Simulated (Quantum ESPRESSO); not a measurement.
Inputs of pw.x and gipaw.x (a modified build of Quantum ESPRESSO, PBE) for SrTiO$_{3}$; the starting potential comes from an earlier run on another mesh:

```
&CONTROL
  calculation = 'scf'
  prefix = 'x'
  pseudo_dir = './pseudo'
  outdir = './out'
  tprnfor = .true.
/
&SYSTEM
  ibrav = 0
  nat = 5
  ntyp = 3
  ecutwfc = 45
  ecutrho = 180
  occupations = 'fixed'
  nbnd = 20
/
&ELECTRONS
  conv_thr = 1e-11
  startingpot = 'file'
/
ATOMIC_SPECIES
Sr 87.620 Sr.GGA_PBE-JTH.UPF
Ti 47.867 Ti.GGA_PBE-JTH.UPF
O 15.999 O.GGA_PBE-JTH.UPF
CELL_PARAMETERS angstrom
    3.899000000000     0.000000000000     0.000000000000
    0.000000000000     3.899000000000     0.000000000000
    0.000000000000     0.000000000000     3.899000000000
ATOMIC_POSITIONS crystal
Sr     0.500000000000     0.500000000000     0.500000000000
Ti     0.000000000000     0.000000000000     0.000000000000
O      0.500000000000     0.000000000000     0.000000000000
O      0.000000000000     0.500000000000     0.000000000000
O      0.000000000000     0.000000000000     0.500000000000
K_POINTS automatic
7 7 7 1 1 1
```

```
&INPUTGIPAW
  job = 'nmr'
  prefix = 'x'
  tmp_dir = './out/'
  restart_mode = 'from_scratch'
  pawproj(1) = .true.
  pawproj(2) = .true.
  pawproj(3) = .true.
  use_nmr_macroscopic_shape = .false.
/
```

The cell was made here from an entry of the Crystallography Open Database (unchecked): atoms relaxed with PBE in the measured cell (PBE without dispersion, pw.x of Quantum ESPRESSO, symmetry kept).  Stability against distortions was not tested. The run has no spin polarisation.

Task: What does gipaw.x print for the total shieldings?

Result: 
```
     f-sum rule (should be   -33.8440):
           -33.8410          0.0000          0.0000
             0.0000        -33.8410          0.0000
             0.0000          0.0000        -33.8410

     Total NMR chemical shifts in ppm: ---------------------------------------
     (adopting the Simpson convention for anisotropy and asymmetry)-----------

     Atom  1  Sr  pos: (  0.500000  0.500000  0.500000)  Total sigma:        2935.97
          2935.9668          0.0000          0.0000
             0.0000       2935.9668          0.0000
             0.0000          0.0000       2935.9668

     Sr      1    anisotropy:      0.00    eta:    0.0000
     Sr      1    sigma_11=   2935.97
     Sr      1    sigma_22=   2935.97
     Sr      1    sigma_33=   2935.97

     Atom  2  Ti  pos: (  0.000000  0.000000  0.000000)  Total sigma:        -250.40
          -250.4048         -0.0000          0.0000
             0.0000       -250.4048         -0.0000
             0.0000          0.0000       -250.4048

     Ti      2    anisotropy:     -0.00    eta:    0.0000
     Ti      2    sigma_11=   -250.40
     Ti      2    sigma_22=   -250.40
     Ti      2    sigma_33=   -250.40

     Atom  3  O   pos: (  0.500000  0.000000  0.000000)  Total sigma:        -284.04
             8.6054          0.0000         -0.0000
             0.0000       -430.3650          0.0000
            -0.0000          0.0000       -430.3650

     O       3    anisotropy:    438.97    eta:    0.0000
     O       3    sigma_11=   -430.37
     O       3    sigma_22=   -430.37
     O       3    sigma_33=      8.61

     Atom  4  O   pos: (  0.000000  0.500000  0.000000)  Total sigma:        -284.04
          -430.3650         -0.0000          0.0000
            -0.0000          8.6054         -0.0000
            -0.0000         -0.0000       -430.3650

     O       4    anisotropy:    438.97    eta:    0.0000
     O       4    sigma_11=   -430.37
     O       4    sigma_22=   -430.37
     O       4    sigma_33=      8.61

     Atom  5  O   pos: (  0.000000  0.000000  0.500000)  Total sigma:        -284.04
          -430.3650         -0.0000         -0.0000
            -0.0000       -430.3650          0.0000
             0.0000          0.0000          8.6054

     O       5    anisotropy:    438.97    eta:    0.0000
     O       5    sigma_11=   -430.37
     O       5    sigma_22=   -430.37
     O       5    sigma_33=      8.61
```
The printed anisotropy is 3/2 (σ_33 − σ_iso) in the program's own order; the axes are left out here. Anisotropies that symmetry doesn't fix are less certain than the isotropic values. Shieldings are absolute and leave out the bulk-susceptibility term; a larger σ means a smaller chemical shift. In our sweeps, cutoffs and meshes of this size left a few ppm, and up to some 20 ppm on atoms from Zn on. Spin–orbit coupling is left out; its weight grows with the heaviest atom, Sr here. Static lattice: thermal averaging is not included.
